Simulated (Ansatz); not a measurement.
## How far is PAW off for Ti?

```
Ti
1.0
     0.00000    2.03000    2.03000
     2.03000    0.00000    2.03000
     2.03000    2.03000    0.00000
Ti
1
Cartesian
  0.0000 0.0000 0.0000
```

Conventional cell: a = 4.060 Å, b = 4.060 Å, c = 4.060 Å, α = 90.00°, β = 90.00°, γ = 90.00°. Ti (atom 1) is surrounded by 12 Ti at 2.87 Å.

The cell comes from COD entry 1534878, which wasn't checked; take it as a given geometry.

Levels of theory: DFT, LDA, PAW with Ansatz's default frozen-core files, scalar-relativistic (Ansatz 0.2.0); DFT, LDA, all-electron PAW with datasets made for the crystal, scalar-relativistic (Ansatz 0.2.0); DFT, LDA, all-electron LAPW, scalar-relativistic (Ansatz 0.2.0).

For PAW: a Γ-centred 15×15×15 k mesh, Fermi–Dirac smearing of 0.05 eV, cutoff 420 eV, no spin polarisation; the PAW files were made with PBE, and the program remakes their frozen cores for this functional. The crystal-made all-electron datasets (AE datasets) take a cutoff of 260 eV at this cell. LAPW targets a basis error of 0.25 meV/atom. The Ansatz runs share mesh, smearing and spin set-up. Plane-wave (PAW) pressures include the program's estimate of the Pulay term.

Stress and pressure are positive in compression.

Levels count from the Fermi level.

```
                      quantity     PAW  AE datasets    LAPW
                pressure (GPa)   -4.83        -4.82   -4.82
highest filled level at Γ (eV)  -6.094       -6.094  -6.094
  lowest empty level at Γ (eV)   0.864        0.865   0.865
highest filled level at X (eV)  -1.837       -1.839  -1.839
  lowest empty level at X (eV)   3.069        3.071   3.071
highest filled level at L (eV)  -2.671       -2.673  -2.673
  lowest empty level at L (eV)   0.726        0.727   0.727
```

PAW's pressure differs from the LAPW value by about 0.01 GPa or less.
